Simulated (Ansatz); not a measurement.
## MnSb (P63/mmc): the held moment from field and pressure

```xyz
4
Lattice="4.1500 0.0000 0.0000 -2.0750 3.5940 0.0000 0.0000 0.0000 5.7800" Properties=species:S:1:pos:R:3 pbc="T T T"
Mn    0.0000    0.0000    0.0000
Mn    0.0000    0.0000    2.8900
Sb    0.0000    2.3960    1.4450
Sb    2.0750    1.1980    4.3350
```

The geometry is a structure as deposited in COD, held fixed and not relaxed.

Functional, mesh and filling: PBEsol, 9×9×6 k mesh, Fermi–Dirac smearing of 0.1 eV. PAW means Ansatz 0.2.0 on its default frozen-core files. Site moments are integrated in spheres about the atoms. Start moments (μB): Mn1 4, Mn2 4.

The free run ends with 6.66 μB per cell. Further runs hold the cell's moment M by two Fermi levels; B is half their difference over μB, positive where the field raises M. Some of them:

```csv
M (μB/cell),B (T),ΔF over the free run (meV/cell),pressure (GPa)
1.33,-4145,1655.5,-19.0
4.00,-6744,707.1,-15.3
6.00,-3493,73.3,-9.6
```

Task: Another run of the series gave B (T) = -5147, ΔF over the free run (meV/cell) = 245.4, pressure (GPa) = -11.8. Which moment was held?
A. 8.66
B. 2.66
C. 7.66
D. 5.33

Result: D. M (μB/cell) = 5.33.

Task: Another run of the series gave B (T) = 14797, ΔF over the free run (meV/cell) = 821.4, pressure (GPa) = 0.9. Which moment was held?
A. 7.66
B. 8.66
C. 5.33
D. 2.66

Result: B. M (μB/cell) = 8.66.

The whole series:

```csv
M (μB/cell),B (T),ΔF over the free run (meV/cell),pressure (GPa)
1.33,-4145,1655.5,-19.0
2.66,-6472,1234.7,-17.6
4.00,-6744,707.1,-15.3
5.33,-5147,245.4,-11.8
6.00,-3493,73.3,-9.6
7.66,6775,185.7,-3.4
8.66,14797,821.4,0.9
```

The PAW files were made with PBE; the program remakes their cores once for the run's functional and then keeps them frozen. The Ansatz runs typed with the search for lower states off end where their start leads. Spin–orbit coupling is left out although heavy atoms are present. These are results for the start and cell typed. The real compound can order otherwise, in a larger cell, or not at all, since semilocal functionals at zero temperature often overstate magnetism.
